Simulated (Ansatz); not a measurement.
**Surface calculation: hcp Ru (0001), 1 layer**

The slab is cut from the hcp crystal, the stable phase, as relaxed on PAW files (13.77 Å³/atom), with 16 Å of vacuum and a dipole correction:

```yaml
crystal:
  lattice:
    - [2.72074, 0.00000, 0.00000]
    - [-1.36037, 2.35623, 0.00000]
    - [0.00000, 0.00000, 16.00000]
  atoms:
    - { symbol: Ru, position: [0.00000, 0.00000, 0.50000] }
```

Computed with Ansatz 0.2.0; functional PBE, scalar-relativistic. Settings: a Γ-centred 14×14×1 k mesh, Fermi–Dirac smearing of 0.08 eV, no spin polarisation. Methods: LAPW: all electrons, basis error target 1 meV/atom; PAW: frozen-core files, cutoff 420 eV.

The bulk energy comes from a cell in the slab's orientation on a 14×14×8 mesh. The surface energy is (E(slab) − N·E(bulk))/2A at zero smearing, the mean of both faces; thin slabs carry quantum-size effects.

Task: As cut, the LAPW slab lies 2.625 eV above 1 atom of bulk. What surface energy is that?

Result: Over two faces of 6.41 Å² it is 204.8 meV/Å², and times 16.02 J/m² per eV/Å² that gives γ = 3.281 J/m².

```
method  γ as cut (J/m²)  Φ as cut (eV)
  LAPW            3.281              ?
```

Task: What belongs in the row "LAPW", column "Φ as cut (eV)"?

Result: 5.72.

Task: What changes if relativity is switched off, at the same positions?

Result: LAPW then gives: no gap, work function 5.46 eV.
